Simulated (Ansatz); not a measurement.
## Pb: do energies and stresses tell the same story?

The calculation used DFT r2SCAN, scalar-relativistic, plane waves, PAW (Ansatz 0.2.0).

Cutoff 500 eV; k points 14×14×14 on the computed 1-atom cell (Γ-centred); Gaussian smearing, width 0.10 eV; no spin polarisation.

Relaxed cell: Fm-3m, a = 4.996 Å, b = 4.996 Å, c = 4.996 Å, α = 90.00°, β = 90.00°, γ = 90.00°, 1 atom in the primitive cell.

Energies at zero smearing and pressures from the stress tensor, at volumes with shape and atoms relaxed:
```tsv
V (Å³/atom)	E − E(first) (meV/atom)	P (GPa)
29.297	0.00	3.18
30.232	-13.25	1.44
31.167	-17.20	0.00
32.102	-13.52	-1.20
33.037	-3.56	-2.20
```

Question: Check P = −dE/dV between neighbouring volumes, and get the bulk modulus from the pressures alone.

Answer: With 1 eV/Å³ = 160.2 GPa:
```
middle V (Å³/atom)  −ΔE/ΔV (GPa) mean P (GPa)
            29.765         2.271         2.309
            30.700         0.676         0.717
            31.635        -0.630        -0.601
            32.570        -1.707        -1.701
```

The two differ by 0.04 GPa at most. The mean of two end pressures misses the average over a step by about ΔV² P″/12, up to 0.03 GPa here; with that taken off 0.02 GPa remains. Around V = 31.167 Å³/atom, the two neighbours give B = −V ΔP/ΔV = 31.167 × 2.64 / 1.870 = 43.9 GPa, against B0 = 43.6 GPa from the Birch–Murnaghan fit of the energies.

Spin–orbit coupling is left out, which can shift energies with elements as heavy as these.

Cost: 6 runs of about 0.93 core-minutes in all, on Arm Neoverse V2 (shared hosts).